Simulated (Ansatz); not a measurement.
Given:

CsSrF3 (cubic perovskite)

```xyz
5
Lattice="4.7639 0.0000 0.0000 0.0000 4.7639 0.0000 0.0000 0.0000 4.7639" Properties=species:S:1:pos:R:3 pbc="T T T"
Cs     0.0000     0.0000     0.0000
Sr     2.3820     2.3820     2.3820
F      0.0000     2.3820     2.3820
F      2.3820     0.0000     2.3820
F      2.3820     2.3820     0.0000
```

This relaxed cell (volume V₀) is scaled evenly in all directions, its shape held. Symmetry pins the atoms to their sites.

Calculation: r2SCAN (plane waves to 500 eV, PAW, scalar-relativistic; Ansatz, a quantum-chemistry and plane-wave program). k mesh 7×7×7 (Γ-centred), Fermi-Dirac smearing 0.05 eV. The energy includes the smearing's −TS. Compression counts positive. CsSrF3 was relaxed with its symmetry unable to fall. The zero of ΔE is the relaxed starting cell.

The scan covers V/V₀ from 0.840 to 1.160 in 11 points.

What is ΔE at V/V₀ = 0.840?

108.1 meV/atom.

What pressure does the cell carry at V/V₀ = 0.840?

11.8 GPa.

What is ΔE at V/V₀ = 1.160?

58.2 meV/atom.

(A scan under strain: stresses follow from slopes of the energy per volume, elastic moduli from its curvatures.)
